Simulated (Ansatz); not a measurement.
The start is a relaxed Bi cell, doubled along one cell vector, shaken by Gaussian noise of σ = 0.08 Å a coordinate. The structure is fully relaxed (lattice and positions, P = 0) with PBEsol (plane waves to 420 eV, PAW, scalar-relativistic; Ansatz, a first-principles code). First-step values are on the input's coarse k-mesh.

Ansatz input (later rounds restart from its end on a renewed k-mesh):
Ansatz 0.2 input:
```yaml
crystal:
  lattice:
    - [-1.9590463582, 1.9590463582, 1.9590463582]
    - [1.9590463582, -1.9590463582, 1.9590463582]
    - [3.9180927164, 3.9180927164, -3.9180927164]
  atoms:
    - { symbol: Bi, position: [0.015611264, -0.0052883441, -0.0101333316] }
    - { symbol: Bi, position: [-0.0191509353, 0.0131924744, 0.5006888728] }
basis: { ecutwfc: 420, ecutrho_ratio: 4, xc_grid: 2, fft_grid_basis: typed }
kpoints: { mp_grid: { grid: [12, 12, 6] } }
hamiltonian:
  xc: pbesol
  dispersion: none
  pseudopotentials: { azcp: { folder: ./paw }, kind: paw }
scf: { occupations: { method: fermi_dirac, width: 0.05 } }
relax: { f_tol: 0.01, max_steps: 100, cell: { stress_tol: 0.02 } }
output: { forces: true, stress: true }
```

**Question.** How much energy is released per atom?

**Answer.** 0.05 eV/atom.

**Question.** How does the volume per atom move from start to end?

**Answer.** +10.2 %, from 30.07 to 33.15 Å³/atom.

**Question.** Is the parent structure recovered?

**Answer.** It does not go back: it reaches Cmcm (No. 63), 0.06 eV/atom below the parent.

**Question.** How do the shortest distances between atoms change?

**Answer.** The closest pairs of elements (up to four, under 3.6 Å), start → end: Bi–Bi 3.30 → 3.23 Å.

**Question.** What band gap does the relaxed structure have at this level?

**Answer.** Zero (metallic).

**Question.** What does it relax into? Give the structure.

**Answer.** 
```cif
data_Bi4
_chemical_formula_sum 'Bi4'
_space_group_name_H-M_alt 'Cmcm'
_space_group_IT_number 63
_space_group_name_Hall '-C 2c 2'
_cell_length_a 4.64752
_cell_length_b 4.49380
_cell_length_c 6.34842
_cell_angle_alpha 90.000
_cell_angle_beta 90.000
_cell_angle_gamma 90.000
loop_
_atom_site_label
_atom_site_type_symbol
_atom_site_symmetry_multiplicity
_atom_site_Wyckoff_symbol
_atom_site_fract_x
_atom_site_fract_y
_atom_site_fract_z
_atom_site_occupancy
Bi1 Bi 4 c 0.00000 0.06413 0.75000 1
```
(The calculation used a cell of 2 atoms; values per cell refer to that cell.)

Final values are on a 14×14×8 k-mesh of the relaxed cell. No spin polarisation in the result.

The run could not lose the symmetry of its start: the end is stationary, and may be a saddle point rather than a minimum.

The relaxed structure here is a generated cell of Bi: the first start was made by placing the elements on the sites of a structure type, and the end was not matched to a known phase here, so it may be hypothetical. Known forms of Bi include space group No. 166.
